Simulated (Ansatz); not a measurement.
ScCu: how the energy converges with the cutoff

ScCu, Pm-3m, a = 3.256 Å. The structure is a COD entry; whether it is the stable form wasn't checked. Ansatz: PBEsol, PAW, cutoff varied, Γ-centred 14×14×14 mesh on 2 atoms, Gaussian smearing 0.10 eV; no spin polarisation. Single points at one geometry, the cutoff alone changed; ΔE is the energy at zero smearing over the run at 500 eV. The runs up to 350 eV lie under the cutoff recommended for these PAW datasets.

| cutoff (eV) | ΔE (meV/atom) |
| --- | --- |
| 250 | ? |
| 300 | 162.26 |
| 350 | 9.30 |
| 420 | 0.96 |

**Question.** Assume ΔE falls exponentially with the cutoff, fit y = ln ΔE against x, the cutoff in eV, to the other rows, and predict the missing value.

**Answer.** y = 5.089, 2.230, -0.041. Means x = 356.7, y = 2.4260; Σ(Δx)² = 7267, ΣΔxΔy = -305.8; the slope is their ratio. y = 17.44 − 0.04209 x, a factor of ten per 55 eV. At 250 eV this gives ΔE = 1009.79 meV/atom. The run gave 1396.84, a ratio of 0.72. Between neighbouring rows the decay runs from a factor of ten per 40 eV to one per 71 eV, so one exponential is only a rough guide. The fast fall gives way to a slow tail, so a fit to low cutoffs promises convergence too early.